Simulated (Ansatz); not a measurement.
AlNi:
```
CELL_PARAMETERS angstrom
      2.89321     0.00000     0.00000
      0.00000     2.89321     0.00000
      0.00000     0.00000     2.89321
ATOMIC_POSITIONS crystal
  Al 0.00000 0.00000 0.00000
  Ni 0.50000 0.50000 0.50000
```

Relaxed with PBE. Special points in fractions of this cell's reciprocal vectors: Γ (0.000, 0.000, 0.000); X (0.000, 0.500, 0.000); M (0.500, 0.500, 0.000); R (0.500, 0.500, 0.500).

**Question.** List the band energies nearest the Fermi level at these points for the program Ansatz at the PBE level (PAW).

**Answer.** In eV from the Fermi level; about four levels below and three above (degenerate sets whole), none deeper than 8.9 eV; points with the same levels are listed once.

```tsv
k	below	above
Γ	-3.15 -3.15 -1.48 -1.48 -1.48	5.45 5.45 5.45
X	-2.18 -2.18 -1.39 -0.60	8.23 9.92 9.92
M	-2.84 -2.84 -2.00 -2.00 -0.96	1.46 2.46 12.14
R	-4.01 -4.01 -4.01 -0.93 -0.93	2.00 2.00 2.00
```

Space group Pm-3m (CsCl type). The cell was relaxed with PBE under the symmetry of its start. The workflow began spin-polarised and lost its moments.

Potentials: the later of the program's two PAW sets.
